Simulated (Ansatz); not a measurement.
**FePt4 (P6_3/mmc) at 2 levels of theory**

One geometry, relaxed with PBE; plane waves with PAW potentials in Ansatz, scalar-relativistic. Collinear spin, ending at 0.0 μB a primitive cell. Gaps are the least over mesh and band path; pressure is positive in compression.

```xyz
10
Lattice="2.7515 0.0000 0.0000 -1.3757 2.3828 0.0000 0.0000 0.0000 23.0525" Properties=species:S:1:pos:R:3 pbc="T T T"
Fe    0.0000    1.5886    0.0000
Fe    1.3757    0.7943   11.5263
Pt    0.0000    1.5886   18.4953
Pt    0.0000    1.5886    4.5573
Pt    1.3757    0.7943    6.9690
Pt    1.3757    0.7943   16.0835
Pt    0.0000    1.5886    9.4121
Pt    0.0000    1.5886   13.6404
Pt    1.3757    0.7943   20.9384
Pt    1.3757    0.7943    2.1142
```

```tsv
level	cutoff (eV)	k mesh	gap (eV)	pressure (GPa)	largest moment (μB)
PBE	420	18×18×2	0	0.0	3.01
```

Problem. What comes out on the same cell with LDA?

Solution.
| level | cutoff (eV) | k mesh | gap (eV) | pressure (GPa) | largest moment (μB) |
| --- | --- | --- | --- | --- | --- |
| LDA | 420 | 18×18×2 | 0 | -15.3 | 2.92 |

Spin-orbit coupling matters for the bands of heavy elements and is left out.

It was reached by relaxing an invented guess, and it needn't be the stable form of this composition.
